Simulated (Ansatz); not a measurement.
What U does to NaVS₂ (R-3m)

```
Na V S
1.0
     1.79930    1.03883    6.46105
    -1.79930    1.03883    6.46105
     0.00000   -2.07765    6.46105
Na V S
1 1 2
Direct
  0.50000 0.50000 0.50000
  0.00000 0.00000 0.00000
  0.26438 0.26438 0.26438
  0.73562 0.73562 0.73562
```

The source of the geometry is a structure from the Materials Project; atoms and cell stay fixed.

Functional, mesh and filling: LDA, 11×11×11 k mesh, Fermi–Dirac smearing of 0.03 eV. PAW means Ansatz 0.2.0 on its default frozen-core files; LAPW is all-electron LAPW in Ansatz 0.2.0. Site moments are integrated in spheres about the atoms, whose radii differ between the methods. Start moments of the first PAW run (μB): V2 2.

U is Dudarev's effective value on Löwdin-orthogonalised free-atom orbitals with fully localised double counting, unless a row says otherwise (a row with U and J takes Liechtenstein's form); the search for lower states is left at its default. Gaps are Kohn–Sham gaps on the k mesh over both spins.

Without U, PAW counts the shell on its file's own orbitals, so that entry can be offset from the others.

```json
{"run": "no U", "largest site moment PAW (μB)": "1.71", "largest site moment LAPW (μB)": "1.89", "gap PAW (eV)": "metal", "gap LAPW (eV)": "metal", "V d electrons PAW": "3.72", "electrons LAPW": "3.71", "P PAW (GPa)": "-6.3", "P LAPW (GPa)": "-6.3"}
{"run": "U = 3 eV on V d", "largest site moment PAW (μB)": "1.82", "largest site moment LAPW (μB)": "1.99", "gap PAW (eV)": "1.06", "gap LAPW (eV)": "1.07", "V d electrons PAW": "3.55", "electrons LAPW": "3.55", "P PAW (GPa)": "-2.9", "P LAPW (GPa)": "-2.9"}
{"run": "U = 6 eV on V d", "largest site moment PAW (μB)": "–", "largest site moment LAPW (μB)": "2.13", "gap PAW (eV)": "–", "gap LAPW (eV)": "1.73", "V d electrons PAW": "–", "electrons LAPW": "3.42", "P PAW (GPa)": "–", "P LAPW (GPa)": "-0.4"}
{"run": "U = 8 eV on V d", "largest site moment PAW (μB)": "2.44", "largest site moment LAPW (μB)": "2.23", "gap PAW (eV)": "metal", "gap LAPW (eV)": "1.61", "V d electrons PAW": "3.63", "electrons LAPW": "3.36", "P PAW (GPa)": "4.3", "P LAPW (GPa)": "1.3"}
{"run": "U = 6 eV on V d, around-mean-field double counting", "largest site moment PAW (μB)": "1.30", "largest site moment LAPW (μB)": "1.42", "gap PAW (eV)": "1.10", "gap LAPW (eV)": "1.11", "V d electrons PAW": "3.58", "electrons LAPW": "3.58", "P PAW (GPa)": "-2.7", "P LAPW (GPa)": "-2.7"}
```

PAW and LAPW ended in different states for: U = 8 eV on V d. With U on an open shell several self-consistent fillings exist, and such rows don't measure the error of the PAW files.

Give the eigenvalues of the occupation matrix of V2 d for «U = 8 eV on V d» by LAPW.

Majority spin: 0.05, 0.42, 0.42, 0.99, 0.99. Minority spin: 0.04, 0.04, 0.04, 0.19, 0.19.

The PAW files were made with PBE; the program remakes their cores once for the run's functional and then keeps them frozen. The magnetic state is the one that this cell and start allow. It needn't be the compound's measured order, which may need a larger cell or be absent. Left out because it may lie on a higher state: PAW, U = 6 eV on V d.
